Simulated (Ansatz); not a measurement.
## Calculated ²⁰⁹Bi NMR of the central transition for Bi2S3

Cell: an entry of the Crystallography Open Database (COD) (listed for 9.2 GPa), its atoms then relaxed with PBE in this cell.

```cif
data_Bi2S3
_symmetry_space_group_name_H-M 'Pnma'
_symmetry_Int_Tables_number 62
_cell_length_a 10.6340
_cell_length_b 3.8423
_cell_length_c 10.4630
_cell_angle_alpha 90.000
_cell_angle_beta 90.000
_cell_angle_gamma 90.000
loop_
_atom_site_label
_atom_site_type_symbol
_atom_site_symmetry_multiplicity
_atom_site_Wyckoff_symbol
_atom_site_fract_x
_atom_site_fract_y
_atom_site_fract_z
Bi1 Bi 4 c 0.9905 0.2500 0.6778
Bi5 Bi 4 c 0.3204 0.2500 0.4727
S9 S 4 c 0.0518 0.2500 0.1282
S13 S 4 c 0.3747 0.2500 0.0598
S17 S 4 c 0.2234 0.2500 0.7951
```

One atom of each set is listed.

The numbers come from a DFT calculation in Ansatz (r2SCAN, plane waves and PAW, scalar-relativistic, 500 eV cutoff, Γ-centred 3×7×3 k-points, Fermi–Dirac smearing 0.02 eV).

²⁰⁹Bi has I = 9/2 and Q = -516.0 mb (Pyykkö 2018); at 21.1 T its Larmor frequency is ν₀ = 146.9 MHz (from the bare nuclear moment; shielding lowers the observed one by a per cent or two). Only the quadrupole interaction is simulated: positions count from each site's isotropic chemical shift, and shift anisotropy, dipolar and J coupling are left out.

(1) Give C_Q, η, the quadrupolar product P_Q = |C_Q|(1 + η²/3)^½, the second-order isotropic shift and the breadth of the pattern (static powder) for each Bi site.

Results:

(1) 

```json
{"site": "Bi1", "first shell": "7 S at 2.70–2.85 Å", "C_Q (MHz)": "54.4", "η": "0.01", "P_Q (MHz)": "54.4", "δ_QIS (ppm)": "-191", "breadth (kHz)": "147"}
{"site": "Bi5", "first shell": "7 S at 2.68–2.97 Å", "C_Q (MHz)": "120", "η": "0.28", "P_Q (MHz)": "122", "δ_QIS (ppm)": "-954", "breadth (kHz)": "890"}
```

δ_QIS = −(ν_Q²/30ν₀²)[I(I+1) − 3/4](1 + η²/3) × 10⁶ ppm with ν_Q = 3|C_Q|/[2I(2I−1)]; it falls as 1/B₀² in ppm, and the breadth as 1/B₀ in kHz.

At this cell the r2SCAN pressure is 11 GPa, so with r2SCAN the cell would grow if it were relaxed. Spin–orbit coupling is left out, which shifts gradients on Bi by a few per cent in wide-gap crystals, and can shift them far more where the calculated gap is small or absent, as here. Newer work puts Q(²⁰⁹Bi) near −420 mb, which would lower these couplings by about a fifth.

The run took 2.5 min of wall time (4.9 min of CPU time) and 2 GiB at its peak, on 2 threads of Arm Neoverse N1 (aarch64; 36 cores open to the job, memory cap 5.0 GiB, no GPU), a shared host with a load of 1.0 a core.
